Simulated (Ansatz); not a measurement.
TlCu2S2 (I4/mmm): electronic heat capacity and spin susceptibility from the density of states

Theory: DFT PBEsol, scalar-relativistic, plane waves, PAW in Ansatz 0.2.0.

Cutoff 420 eV; k points 14×14×14 on the computed 5-atom cell (Γ-centred); Gaussian smearing, width 0.10 eV; no spin polarisation.

Relaxed cell: I4/mmm, a = 3.696 Å, b = 3.696 Å, c = 13.394 Å, α = 90.00°, β = 90.00°, γ = 90.00°, 5 atoms in the primitive cell. Whether it is the stable form of this composition wasn't checked.

The density of states at the Fermi level is 2.414 states/eV in the cell of 5 atoms (1 formula unit; both spins, tetrahedra on a 21×21×21 mesh). Averaged over bins of 0.1 eV the density runs from 2.3 to 3.3 states/eV within 0.2 eV of the Fermi level, so the figure hangs on the exact place of that level.

Problem. What Sommerfeld coefficient and Pauli susceptibility does this give?

Solution. Per formula unit N(E_F) = 2.414 states/eV. γ = (π²/3) k_B² N(E_F) N_A = 2.357 mJ/(mol K²) per state/eV, so γ = 5.7 mJ/(mol K²), a mole of formula units. χ_P = μ_B² N(E_F) N_A = 3.23×10⁻⁵ emu/mol per state/eV gives 7.8×10⁻⁵ emu/mol. This is the bare band result: a measured γ of the same phase is as a rule larger by a factor 1 + λ from phonons and spin fluctuations, the spin part of χ is larger by the Stoner factor, and a measured χ also holds orbital and core terms. N(E_F) at one energy is sensitive to the mesh where the density of states has sharp peaks.

Spin-orbit coupling is left out, which matters for the bands of heavy elements.

A ferromagnetic start lost its moments in a first run, so spin was left out; other magnetic orders weren't tried.

Cost: 1 run of about 3.8 core-minutes, on Arm Neoverse V2 (shared hosts).